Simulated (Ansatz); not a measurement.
AlN (wurtzite)

```yaml
crystal:
  lattice:
    - [3.10656, 0.00000, 0.00000]
    - [-1.55328, 2.69036, 0.00000]
    - [0.00000, 0.00000, 4.97805]
  atoms:
    - { symbol: Al, position: [0.33333, 0.66667, 0.99658] }
    - { symbol: Al, position: [0.66667, 0.33333, 0.49658] }
    - { symbol: N, position: [0.33333, 0.66667, 0.37822] }
    - { symbol: N, position: [0.66667, 0.33333, 0.87822] }
```

The relaxed cell is deformed in two ways at once: its volume V is scaled, and at that volume it is stretched along z (the c axis of the conventional cell) so that c/a changes. Fractional atomic positions are held.

Level of theory: r2SCAN (plane waves to 500 eV, PAW, scalar-relativistic; Ansatz, a first-principles code). k mesh 12×12×7 (Γ-centred), Fermi-Dirac smearing 0.05 eV. Compression counts positive. As the atoms are clamped, bonds stretch with the cell, which overstates energies and stresses. AlN was relaxed with its symmetry unable to fall. The PAW data are Ansatz's earlier set.

At one point of the scan the stress tensor (GPa) is:

```
   12.6      0.0      0.0
    0.0     12.6      0.0
    0.0      0.0    -18.5
```

### Question
Which point is it?
A. V/V₀ = 1.013, (c/a)/(c/a)₀ = 1.053
B. V/V₀ = 0.987, (c/a)/(c/a)₀ = 1.027
C. V/V₀ = 1.000, (c/a)/(c/a)₀ = 1.027
D. V/V₀ = 1.000, (c/a)/(c/a)₀ = 1.080

### Answer
D, V/V₀ = 1.000, (c/a)/(c/a)₀ = 1.080

(Under strain, the slope of the energy per volume gives the stress and its curvature an elastic modulus.)
